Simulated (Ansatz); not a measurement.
Squeezing TiC (rocksalt type)

```
CELL_PARAMETERS angstrom
0.00000 2.13045 2.13045
2.13045 0.00000 2.13045
2.13045 2.13045 0.00000
ATOMIC_POSITIONS crystal
Ti 0.00000 0.00000 0.00000
C 0.50000 0.50000 0.50000
```

The cell comes from a relaxation on PAW files under the same functional, begun from a prototype that needn't be the stable phase.

Its volume is scaled at fixed shape and fractional positions.

Computed with Ansatz 0.2.0; functional LDA, scalar-relativistic. Settings: a Γ-centred 17×17×17 k mesh, Fermi–Dirac smearing of 0.08 eV, no spin polarisation. Methods: LAPW: all electrons, basis error target 1 meV/atom; PAW: frozen-core files, cutoff 420 eV; crystal datasets: all electrons, by PAW datasets that the program makes for each cell; norm-conserving: pseudopotentials, cutoff 1143 eV; PAW (partial waves polarizable): frozen-core files, cutoff 420 eV.

Energies are extrapolated to zero smearing and count from the unscaled cell; pressure is positive in compression; gaps take the mesh and a band path. No temperature or zero-point motion is included.

The PAW files were made under PBE.

```json
{"V/V0": "1.00", "V (Å³/atom)": "9.67", "P LAPW (GPa)": "0.12", "ΔE LAPW (eV/atom)": "0.000", "P PAW − LAPW (GPa)": "-0.12", "ΔE PAW − LAPW (meV/atom)": "0.0"}
{"V/V0": "0.94", "V (Å³/atom)": "9.09", "P LAPW (GPa)": "19.91", "ΔE LAPW (eV/atom)": "0.034", "P PAW − LAPW (GPa)": "-0.17", "ΔE PAW − LAPW (meV/atom)": "-0.5"}
{"V/V0": "0.88", "V (Å³/atom)": "8.51", "P LAPW (GPa)": "?", "ΔE LAPW (eV/atom)": "?", "P PAW − LAPW (GPa)": "?", "ΔE PAW − LAPW (meV/atom)": "?"}
{"V/V0": "0.80", "V (Å³/atom)": "7.74", "P LAPW (GPa)": "98.0", "ΔE LAPW (eV/atom)": "0.493", "P PAW − LAPW (GPa)": "-0.42", "ΔE PAW − LAPW (meV/atom)": "-2.9"}
{"V/V0": "0.72", "V (Å³/atom)": "6.96", "P LAPW (GPa)": "176.4", "ΔE LAPW (eV/atom)": "1.142", "P PAW − LAPW (GPa)": "-0.65", "ΔE PAW − LAPW (meV/atom)": "-5.5"}
{"V/V0": "0.64", "V (Å³/atom)": "6.19", "P LAPW (GPa)": "299.4", "ΔE LAPW (eV/atom)": "2.267", "P PAW − LAPW (GPa)": "-1.11", "ΔE PAW − LAPW (meV/atom)": "-9.6"}
{"V/V0": "0.55", "V (Å³/atom)": "5.32", "P LAPW (GPa)": "530.0", "ΔE LAPW (eV/atom)": "4.462", "P PAW − LAPW (GPa)": "-2.18", "ΔE PAW − LAPW (meV/atom)": "-18.2"}
```

Task: Fit the Vinet equation to the LAPW pressures shown (residuals weighted by 1/(|P| + 0.03·Pmax)), and predict the pressure of the withheld row.

Result: The fit gives V0 = 9.67 Å³/atom, B0 = 280 GPa and B0′ = 4.14. At 8.51 Å³/atom, x = (V/V0)^(1/3) = 0.9581, and P = 3·B0·(1 − x)/x²·exp[1.5·(B0′ − 1)·(1 − x)] = 46.6 GPa. The run itself gave 46.7 GPa (-0.2 % off) and ΔE = 0.152 eV/atom.

Task: From the table, what is the rise of the enthalpy H = E + pV up to the last row, and how stiff is the crystal between the last two rows?

Result: ΔH = 4.462 eV + (530.0 GPa × 5.32 Å³ − 0.12 GPa × 9.67 Å³) × 0.006242 eV/(GPa·Å³) = 22.05 eV/atom, of which pV makes 80 %. The mean bulk modulus there is −ΔP/Δln V = 1520 GPa.

Task: At the smallest volume, how far do crystal datasets and norm-conserving and PAW (partial waves polarizable) lie from LAPW in pressure?

Result: crystal datasets: +0.01 GPa; norm-conserving: -0.04 GPa; PAW (partial waves polarizable): -2.18 GPa, on a LAPW pressure of 530.0 GPa.

Task: How do the Löwdin populations by LAPW change from the unscaled cell to the last row?

Result: Ti 3s 1.94 → 1.85, Ti 4s 0.43 → 0.39, Ti 3p 5.98 → 5.92, Ti 3d 2.85 → 3.55, C 2s 1.37 → 1.14, C 2p 3.39 → 3.14 electrons an atom. These are projections on the shells that the free atoms fill; 0.04 e a cell lies outside them at the start and 0.04 e at the end.
